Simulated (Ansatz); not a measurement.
Computed with DFT, LDA (PW92), plane waves (420 eV) with PAW, scalar-relativistic in Ansatz 0.2.0. The PAW files were generated under PBE, with cores re-solved for the functional.

An element in the bcc structure gives this curve. The cell is scaled uniformly from the relaxed one, with fractional coordinates and shape fixed. Energies are extrapolated to zero smearing, pressures are those at the given smearing. Magnetic state: spin not included.

| V (Å³/atom) | E − E₀ (meV/atom) | P (GPa) |
| --- | --- | --- |
| 16.645 | 101.1 | 15.74 |
| 17.401 | 42.7 | 9.47 |
| 18.158 | 10.8 | 4.44 |
| 18.915 | 0.1 | 0.40 |
| 19.671 | 6.4 | -2.86 |
| 20.428 | 26.5 | -5.48 |
| 21.184 | 57.8 | -7.59 |

(1) Which element is it?
A. hafnium
B. germanium
C. cadmium
D. selenium

Results:

(1) D. Its fit is V₀ = 18.99 Å³/atom, B₀ = 89 GPa, B₀′ = 4.4.
